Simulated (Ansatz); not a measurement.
AlBN2:
```
AlBN2
1.0
    2.84984     0.00000     0.00000
   -1.42492     2.46803     0.00000
    0.00000     0.00000     4.66471
B N Al
1 2 1
Direct
  0.33333   0.66667   0.01908
  0.33333   0.66667   0.34420
  0.66667   0.33333   0.90602
  0.66667   0.33333   0.50070
```

Relaxed with PBEsol. PBEsol in the plane-wave PAW code Ansatz gives a gap of 4.04 eV.

Question: What gap does HSE06 give on the same cell (Ansatz, PAW)?

Answer: 5.46 eV, 1.42 eV more. The hybrid was solved on a coarser mesh and at special points; the gap given is the minimum over both.

```json
[
 {"k": "Γ", "v1 PBEsol": "0.00", "c1 PBEsol": "5.00", "v1 HSE06": "…", "c1 HSE06": "…"},
 {"k": "A", "v1 PBEsol": "-0.20", "c1 PBEsol": "5.78", "v1 HSE06": "…", "c1 HSE06": "…"},
 {"k": "K", "v1 PBEsol": "-2.70", "c1 PBEsol": "4.04", "v1 HSE06": "-2.95", "c1 HSE06": "5.46"},
 {"k": "H", "v1 PBEsol": "-0.91", "c1 PBEsol": "6.49", "v1 HSE06": "-1.06", "c1 HSE06": "8.05"},
 {"k": "M", "v1 PBEsol": "-0.85", "c1 PBEsol": "5.28", "v1 HSE06": "…", "c1 HSE06": "…"},
 {"k": "L", "v1 PBEsol": "-1.35", "c1 PBEsol": "4.61", "v1 HSE06": "…", "c1 HSE06": "…"}
]
```

Question: Top valence (v1) and lowest conduction level (c1) in eV from each method's valence maximum (which need not be a listed point): supply the withheld HSE06 values.

Answer: 
- Γ, v1 HSE06: 0.00
- Γ, c1 HSE06: 6.49
- M, v1 HSE06: -0.96
- M, c1 HSE06: 6.75
- L, v1 HSE06: -1.51
- L, c1 HSE06: 6.04
- A, v1 HSE06: -0.23
- A, c1 HSE06: 7.32

Cost on shared cores: the PBEsol run (SCF on a 11×11×6 mesh, then bands and DOS) around 17 core-seconds (rough), the HSE06 run (SCF on 8×8×5, then a few points) very roughly 90 core-seconds; the tasks are unlike.

Space group P3m1. The start of the workflow was typed in or built on a structure type; neither database checked (COD, Materials Project) lists it. Its standing as an ambient phase is unchecked. The PBEsol relaxation kept the symmetry of its start; its stability against distortions is not shown here.

Potentials: the earlier of the program's two PAW sets. The files were generated under PBE; for other functionals the program regenerates the frozen cores, and for LDA and PBEsol the local potential too.
